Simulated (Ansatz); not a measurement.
An Ansatz (a quantum-chemistry and plane-wave program) run. Input:

Ansatz 0.2 input:
```yaml
crystal:
  lattice:
    - [3.2739602586, 0.0, 0.0]
    - [0.0, 3.9446420738, 0.0]
    - [0.0, 0.0, 5.5603413928]
  atoms:
    - { symbol: C, position: [0.0, 0.0, 0.9754748313] }
    - { symbol: Si, position: [0.5, 0.0, 0.1532328743] }
    - { symbol: Ge, position: [0.5, 0.5, 0.3961174906] }
    - { symbol: Sn, position: [0.0, 0.5, 0.7754648037] }
kpoints:
  mp_grid: { grid: [12, 10, 8] }
hamiltonian:
  xc: r2scan
  pseudopotentials: { kind: paw }
scf:
  occupations: { method: gaussian, width: 0.05 }
checkpoint: { read: metal.run }
output: { write_density: true, elf: true, volumetric_format: npy }
basis: { fft_grid_basis: typed }
```

Output (shortened):

```
Pseudopotential: C, paw, valence charge 4
Pseudopotential: Si, paw, valence charge 4
Pseudopotential: Ge, paw, valence charge 14
Pseudopotential: Sn, paw, valence charge 14
Functional definition: r2SCAN
Crystal: 4 atoms, lattice volume = 71.810 Å³
Basis set: ecut = 500 eV, 1817 PW (Γ), exchange–correlation on 96×120×180 points (64 copies of the dense FFT grid, shifted against one another)
Bands: 26, of which v1, the nominal top of the filled ones, is band 18 counted from 1 (17 counted from 0)
Symmetry: 4 space group operations
Space group: Pmm2 (ITA 25), of the structure as read, at distance tolerance 4.2e-5 Å
k-points: 210 of 960 (time reversal used)
Stability of the state it starts from, as read at its close in the unpolarized treatment …
iter 1 solved again at ethr=5.36e-7 eV; its pass at ethr=3.10e-3 eV (dr2=1.93e-4 eV) is discarded
SCF iter   1: F=—  HF=-11230.379355 eV  |F-HF|=—  |Δ(HF+E_count)|=         —  Δρ=2.28e-6  dr2=2.90e-9  dr2_τ=2.12e-10  ethr=5.36e-7  ⟨swp⟩=2.6  Hψ=39413  notcnv=0
preconditioner: auto → Kerker (q_TF=auto, 2.432 Å⁻¹)
SCF iter   2: F=—  HF=-11230.379355 eV  |F-HF|=—  |Δ(HF+E_count)|=   5.61e-7  Δρ=1.26e-6  dr2=7.12e-10  dr2_τ=2.37e-10  ethr=8.06e-12  ⟨swp⟩=6.7  Hψ=24086  notcnv=0
SCF iter   3: F=-11230.379355 eV  HF=-11230.379355 eV  |F-HF|=1.91e-10  |Δ(HF+E_count)|=  2.18e-10  Δρ=7.72e-7  dr2=3.11e-10  dr2_τ=2.58e-11  ethr=1.98e-12  ⟨swp⟩=1.0  Hψ=12981  notcnv=0
SCF 1 converged in 3 iterations: F = -11230.379355 eV  dr2 = 3.11e-10
SCF converged after 3 iterations
Free energy (F): -11230.379355 eV
Harris-Foulkes:  -11230.379355 eV  (|F-HF|=1.91e-10)
Internal energy: -11230.378396 eV  (E = F + TS)
E sigma→0 (E₀):  -11230.378875 eV
Entropy (-TS):   -0.000958 eV (-0.240 meV/atom)
Fermi energy:    10.339756 eV
--- Per-component energies (eV) ---
  E_band       = -222.962767
  E_kinetic    = 427.501039
  E_local      = -3582.758639  (includes V_loc(G=0)·N_el)
  E_nonlocal   = 437.766286
  E_hartree    = 1733.617706
  E_xc         = -542.260041
  E_vxc        = -287.239421  (∫ρ·V_xc dr)
  E_paw        = -6815.375295  (= ΣΔE_a)
  E_vpaw       = -701.306082  (= ΣTr[D̂ρ^β])
  E_aug_tail   = 0.000024  (compensation charges beyond the density's cutoff)
  E_vtau       = 15.838792  (kinetic-family band-sum trace: ∫τ·v_τ [+ j·A + Jᵃ·Aᵃ] dr)
  E_ewald      = -2888.417823
  E_core_change = -0.451653  (= ΣΔE_core)
  E_smearing   = -0.000958  (= −TS)
  E_closure    =  0.000000  (closes the sum)
  Σ components = -11230.379355   (vs F -11230.379355, Δ=0.00e0)
  [band-id]    e_kinetic+e_local+e_nonlocal+2·e_hartree+e_vxc+e_vpaw+e_augmentation_tail+e_vtau = -222.962588   (vs E_band -222.962767, Δ=1.79e-4)
--- Band table (eV; the first three rows and the last of 210) ---
  k-point 0: bands = ["-15.3285", "-15.3163", "-15.2575", "-15.2429", "-15.2403", "-12.8198", "-12.6649", "-12.6621", "-12.6550", "-12.6029", "-5.1948", "-0.6399", "1.0336", "4.8900", "6.0365", "7.6664", "9.0946", "9.3188", "11.0228", "12.5519", "12.8619", …
  k-point 1: bands = ["-15.3285", "-15.3162", "-15.2575", "-15.2428", "-15.2403", "-12.8198", "-12.6647", "-12.6622", "-12.6552", "-12.6029", "-5.1574", "-0.9963", "1.4885", "4.9341", "6.0455", "7.3565", "8.8776", "9.4398", "11.2374", "12.4583", "12.8627", …
  k-point 2: bands = ["-15.3285", "-15.3159", "-15.2574", "-15.2426", "-15.2403", "-12.8198", "-12.6643", "-12.6626", "-12.6558", "-12.6029", "-5.0590", "-1.5766", "2.3630", "5.0510", "6.0674", "6.6519", "8.4217", "9.7358", "11.6483", "12.2568", "12.7719", …
  k-point 209: bands = ["-15.3296", "-15.2866", "-15.2597", "-15.2582", "-15.2284", "-12.7517", "-12.6866", "-12.6820", "-12.6087", "-12.5838", "-2.2612", "0.7908", "1.4401", "2.4819", "4.8514", "5.1571", "5.3975", "5.4529", "12.8230", "13.1220", "13.5691", …
```

Cost: around 60 core-seconds (rough) on shared cores.

The start of the workflow was typed in or built on a structure type; neither database checked (COD, Materials Project) lists it. Whether it is the stable phase at ambient conditions was not checked. The cell keeps a stress of up to 0.2 GPa. The r²SCAN relaxation kept the symmetry of its start; its stability against distortions is not shown here. Its formation energy is positive at this level, so the cell may be metastable or incomplete. Scalar-relativistic: spin–orbit coupling is off unless named, which matters more the heavier the elements.

Potentials: the later of the program's two PAW sets.

Ansatz is a plane-wave DFT program.
